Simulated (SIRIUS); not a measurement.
A self-consistent single point of Zr (P6_3/mmc, 2 atoms in the cell; from Materials Project mp-131, changed as shown) with SIRIUS.

Computed with PBEsol, GBRV PBEsol ultrasoft pseudopotentials (plane waves; SIRIUS).

The change in words: volume scaled by 0.98. Reference geometry (P6_3/mmc):
```yaml
crystal:
  lattice:
    - [3.23923, 0.00000, 0.00000]
    - [-1.61962, 2.80525, 0.00000]
    - [0.00000, 0.00000, 5.17222]
  atoms:
    - { symbol: Zr, position: [0.33333, 0.66667, 0.25000] }
    - { symbol: Zr, position: [0.66667, 0.33333, 0.75000] }
```

Reference input (self-consistent single point, DFT, PBEsol, plane waves, GBRV PBEsol ultrasoft pseudopotentials): parameters.ngridk = 16 16 10; parameters.xc_functionals = [XC_GGA_X_PBE_SOL, XC_GGA_C_PBE_SOL]; parameters.gk_cutoff = 6.325 1/bohr; parameters.pw_cutoff = 14.143 1/bohr; parameters.smearing = cold; parameters.smearing_width = 0.00999582 Ha; potentials = GBRV PBEsol ultrasoft pseudopotentials; parameters.electronic_structure_method = pseudopotential; parameters.num_bands = 16; parameters.num_mag_dims = 0; parameters.num_dft_iter = 100; parameters.energy_tol = 1e-07 Ha. This run's input differs from it in these lines:

```diff
@@ -32,7 +32,7 @@
     "lattice_vectors": [
-      [0.9999999272, 0.0, 0.0],
-      [-0.4999999636, 0.8660251961, 0.0],
-      [0.0, 0.0, 1.5967435544]
+      [1.0000000213, 0.0, 0.0],
+      [-0.5000000106, 0.8660253152, 0.0],
+      [0.0, 0.0, 1.5967438291]
     ],
-    "lattice_vectors_scale": 6.121258,
+    "lattice_vectors_scale": 6.080171,
     "atom_coordinate_units": "lattice",
```

The program printed (abridged):

```
[find] density tolerance         : 1e-06
[find] total energy tolerance    : 1e-07
[find] iter_solver_tol (initial) : 0.01
[find] iter_solver_tol (target)  : 1e-13
[find] num_dft_iter              : 100
Charges and magnetic moments
--------------------------------------------------------------------------------
total charge          : 24.000000
[find] | SCF iteration   0 out of 100|
[diagonalize] iterative solver tolerance (occupied, empty): 0.01 0.01
[diagonalize] average number of iterations: 1
[find_efermi_generic] Newton iteration converged after 3 steps
[find] Charges and magnetic moments
[find] total charge          : 24.000000
[find] Energy
[find] smearing (-TS)                 :      -0.00010076
[find] Total energy                   :     -99.12661254 (Ha),    -198.25322509 (Ry)
[find] Free energy (E-TS)             :     -99.12671331 (Ha),    -198.25342661 (Ry)
[find] band gap (eV)                  :       0.00000000
[find] Efermi                         :       0.53176796
[find] iteration : 0, RMS (target) : 2.0041e-01 (1.0000e-06) , energy difference (target) : -9.9127e+01 (1.0000e-07)
[find] bands are converged : true
[find] iterative solver converged : false
[find] | SCF iteration   1 out of 100|
[diagonalize] iterative solver tolerance (occupied, empty): 0.000167349 0.000167349
   [... lines left out ...]
[find] Charges and magnetic moments
[find] Free energy (E-TS)             :     -99.13038529 (Ha),    -198.26077057 (Ry)
[find] band gap (eV)                  :       0.00000000
[find] Efermi                         :       0.52246672
[find] Charges and magnetic moments
[find] Free energy (E-TS)             :     -99.13092511 (Ha),    -198.26185021 (Ry)
[find] band gap (eV)                  :       0.00000000
[find] Efermi                         :       0.52039466
[find] Charges and magnetic moments
[find] Free energy (E-TS)             :     -99.13092763 (Ha),    -198.26185526 (Ry)
   [... lines left out ...]
[ground_state] === stress_total ===
[ground_state]    24.853362   -0.000000   -0.000000
[ground_state]    -0.000000   24.853368    0.000000
[ground_state]    -0.000000    0.000000   23.554282
[ground_state] ==== total Forces in Ha/bohr =====
[ground_state] atom:    0, force:      -0.0000000     -0.0000000      0.0000000
[ground_state] atom:    1, force:      -0.0000000      0.0000000      0.0000000
```

The run converged in 11 iterations. SIRIUS prints the stress tensor with tension positive. Against the reference run the free energy drops by 9.8 meV/atom and the pressure goes from -4.23 to -2.44 GPa.

The structure comes from a collection of computed structures, made at another level of theory; the collection holds predicted forms beside known ones.

Cost on one core: around 40 core-seconds (rough).

The gap that the log prints is read on the run's mesh, which can miss the band edges or a crossing.
